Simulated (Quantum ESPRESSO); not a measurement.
# TiW3Pd4: a curve over strain

Computed values, not a measurement. The program is pw.x of Quantum ESPRESSO 7.5 (plane-wave density functional theory). The cell is made up: eight metal atoms on a hexagonal close-packed lattice, with elements, volume, strain and displacements drawn at random and not relaxed, so it may be unstable or far from any real phase. PseudoDojo standard norm-conserving files set the functional (PBE unless stated); there is no spin polarisation or spin-orbit coupling, the Fermi-Dirac width of 0.25 eV means electrons at about 2900 K, and the masses in the input are unused placeholders. Heavy elements are run without spin-orbit coupling, which real alloys of them have. A spin test at this wide smearing found no moment, but such smearing suppresses magnetism that the real alloy may have.

Seven runs add a strain to one cell (shear xy, as the tensor component); the atoms follow the cell and are not relaxed. Stress in the table is positive in tension.

Input of the run at +0.0043:

```
&control calculation='scf', pseudo_dir='./dojo.nc.sr.pbe.v0_5.standard.upf', outdir='./o', disk_io='minimal', tprnfor=.true., tstress=.true. /
&system ibrav=0, nat=8, ntyp=3, nbnd=81, ecutwfc=84.00895049, nosym=.true., tot_charge=0,
 occupations='smearing', smearing='fd', degauss=0.0183746611
/
&electrons conv_thr=1.470e-08, electron_maxstep=70, mixing_beta=0.5 /
ATOMIC_SPECIES
Pd 1.0 Pd.upf
Ti 1.0 Ti.upf
W 1.0 W.upf
CELL_PARAMETERS angstrom
-2.8219 -0.0121 0.0
0.021 4.8877 -4.6308
-0.021 -4.8877 -4.6308
ATOMIC_POSITIONS angstrom
Ti 0.0269 0.0305 -0.0064
W 0.0633 1.6245 -2.2883
Pd 0.035 0.0255 -4.6066
Pd 0.0639 1.6309 -6.9316
W -1.3941 -0.8534 -2.2824
Pd -1.3448 -2.3968 -4.667
Pd -1.4452 -0.7879 -6.9669
W -1.4072 2.4427 -4.6345
K_POINTS automatic
8 4 4 1 1 1
```

| added strain | free energy less that of the input shown (eV) | stress xx (GPa) | stress yy (GPa) | stress zz (GPa) | stress xy (GPa) | pressure (GPa) | iterations |
| --- | --- | --- | --- | --- | --- | --- | --- |
| -0.0230 | 0.0636 | 6.54 | 1.05 | 3.76 | -3.06 | -3.79 | 22 |
| -0.0174 | 0.0399 | 6.65 | 1.36 | 3.83 | -2.42 | -3.95 | 22 |
| -0.0139 | 0.0278 | 6.70 | 1.51 | 3.85 | -2.02 | -4.02 | 23 |
| +0.0043 | 0.0000 | 6.79 | 1.85 | 3.87 | 0.07 | -4.17 | 23 |
| +0.0137 | 0.0087 | 6.71 | 1.72 | 3.80 | 1.18 | -4.08 | 23 |
| +0.0245 | 0.0391 | 6.51 | 1.31 | 3.65 | 2.51 | -3.82 | 22 |

Question: one run is left out of the table, at +0.0096. Estimate its stress xy (GPa).

Answer: 0.69. The whole row:

| added strain | free energy less that of the input shown (eV) | stress xx (GPa) | stress yy (GPa) | stress zz (GPa) | stress xy (GPa) | pressure (GPa) | iterations |
| --- | --- | --- | --- | --- | --- | --- | --- |
| +0.0096 | 0.0030 | 6.76 | 1.81 | 3.84 | 0.69 | -4.14 | 22 |

A cubic fit gives a slope of stress xy against the added strain of 116 GPa at zero added strain, with the atoms clamped. Across the table the energy follows the integral of the stress to 0.1 meV. A rerun of one of the cells at a higher cutoff and on a denser mesh moved values by no more than 0.015 eV in energy, 0.12 GPa in stress and 0.008 eV/Å in force, and a second program with other atomic files agreed on that cell to 2 % rms in force and 0.5 GPa in pressure.